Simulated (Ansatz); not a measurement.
CuI, first-principles data

CuI:
```yaml
crystal:
  lattice:
    - [4.10873, 0.00000, 0.00000]
    - [-2.05437, 3.55827, 0.00000]
    - [0.00000, 0.00000, 7.26357]
  atoms:
    - { symbol: Cu, position: [0.66667, 0.33333, 0.59271] }
    - { symbol: Cu, position: [0.33333, 0.66667, 0.40729] }
    - { symbol: I, position: [0.33333, 0.66667, 0.76215] }
    - { symbol: I, position: [0.66667, 0.33333, 0.23785] }
```

Space group P-3m1 (No. 164); conventional cell a = 4.1087 Å, b = 4.1087 Å, c = 7.2636 Å, α = 90.00°, β = 90.00°, γ = 120.00°.

Method: r²SCAN+D4 (plane waves, PAW; program Ansatz). Geometry: relaxed at this level of theory. Other levels are named where they apply.

### Cell and energy

Volume per atom: 26.55 Å³
Density: 5.96 g/cm³
Formation energy from the elements (no fitted shifts): -174 meV/atom

### Electronic structure

- Band gap = 2.14 eV (direct)
- Valence-band maximum = at Γ
- Conduction-band minimum = at Γ
- Electron effective mass = 0.19, 0.29, 0.29 mₑ (principal values)
- Electron effective mass with spin–orbit coupling = 0.18, 0.29, 0.29 mₑ (principal values)
- Hole effective mass, band 1 of 2 at the edge = 3.5 along x, 3.2 along z (mₑ)
- Hole effective mass, band 2 of 2 at the edge = 0.29 along x, 3.2 along z (mₑ)
- Hole effective mass with spin–orbit coupling = 0.42, 0.42, 2.8 mₑ (principal values)
- HSE06 gap on the r²SCAN+D4 cell = 2.95 eV
- Gap with spin–orbit coupling = 1.91 eV

### Mechanics

Bulk modulus (Birch–Murnaghan fit): 19.8 GPa
Pressure derivative B′: 11.0

### Charges

- Bader charges: Cu +0.35, I -0.35 e

The first step of the workflow began from a Materials Project structure, measured or hypothetical; the Crystallography Open Database copy checked does not list it. It is not the phase usual at ambient conditions (space group No. 216). The cell was relaxed with r²SCAN+D4 under the symmetry of its start; its stability against distortions is not shown here. The run is not spin-polarised. The references are the lowest solids computed at this level, not always the standard phases. Scalar-relativistic: spin–orbit coupling is off unless named, which matters more the heavier the elements.

Potentials: the later of the program's two PAW sets.
